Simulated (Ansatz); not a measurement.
InSb (zinc blende), conventional cell a = b = c = 6.5559 Å, α = β = γ = 90.00°. The calculation uses the primitive cell of 2 atoms, to which meshes and values per cell refer.

Equation-of-state scan: isotropic scaling of the cell above, V₀ being its volume. Symmetry pins the atoms to their sites.

Method: r2SCAN (plane waves to 500 eV, PAW, scalar-relativistic; Ansatz, an electronic-structure program). k mesh 12×12×12 (Γ-centred), Fermi-Dirac smearing 0.05 eV. E stands for the smeared free energy. Stress and pressure are positive under compression. At this level the bands of InSb touch or barely overlap; measurements give the solid a gap. InSb was relaxed with its symmetry unable to fall. Spin-orbit coupling is left out, though Sb is heavy. ΔE is measured from the relaxed starting cell.

The scan covers V/V₀ from 0.940 to 1.060 in 9 points.

**Question.** What is ΔE at V/V₀ = 1.060?

**Answer.** 15 meV/atom.

**Question.** What pressure does the cell carry at V/V₀ = 0.940?

**Answer.** 3.1 GPa.

**Question.** What is ΔE at V/V₀ = 0.940?

**Answer.** 19 meV/atom.

(A scan under strain: stresses follow from slopes of the energy per volume, elastic moduli from its curvatures.)
